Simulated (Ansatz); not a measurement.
Question: ZrN (rock salt, Fm-3m) is relaxed with PBE in the plane-wave PAW code Ansatz. What lattice parameters of the conventional cell result?

Answer: a = 4.595 Å.

Question: Is it a metal or does it have a gap at this level?

Answer: No gap at this level.

Symmetry was held in the PBE relaxation; of distortions, only those at the zone centre were tested. No spin polarisation was allowed. With an odd number of electrons in the cell and no spin polarisation, the count alone makes it a metal. Spin–orbit coupling is left out wherever it is not named.

Potentials: the later of the program's two PAW sets.
